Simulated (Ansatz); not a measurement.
Given:

Al2Ru:
```
Al2Ru
1.0
   -1.56069     1.56069     4.21126
    1.56069    -1.56069     4.21126
    1.56069     1.56069    -4.21126
Al Ru
2 1
Direct
  0.65909   0.65909   0.00000
  0.34091   0.34091   0.00000
  0.00000   0.00000   0.00000
```

This is the PBEsol-relaxed structure. Tensor components refer to the Cartesian frame of this cell.

All from the program Ansatz at the PBEsol level (PAW), unless another level is named. Predict the highest zone-centre frequency.

445 cm^-1.

What about the Hill bulk and shear moduli?

178 and 126 GPa.

And the elastic constants (relaxed ions, GPa)?

C11 = 303, C12 = 122, C13 = 118, C33 = 283, C44 = 172, C66 = 135.

Space group I4/mmm (MoSi2 or CaC2 type). The first step of the workflow began from a Materials Project structure, measured or hypothetical; the Crystallography Open Database copy checked does not list it. With Al and Ru taken as one species the cell has the higher symmetry I4/mmm, so it may be an ordered model of a mixed-site phase. Its standing as an ambient phase is unchecked. The cell was relaxed with PBEsol under the symmetry of its start; of distortions, only those at the zone centre were tested. No spin polarisation was allowed. As this level gives no gap, shear constants depend on the k-mesh and smearing (Fermi–Dirac, 0.1 eV here). As this level gives no gap, phonon frequencies hold no LO–TO term and depend on the k-mesh and smearing (Fermi–Dirac, 0.1 eV here).

Potentials: the later of the program's two PAW sets.
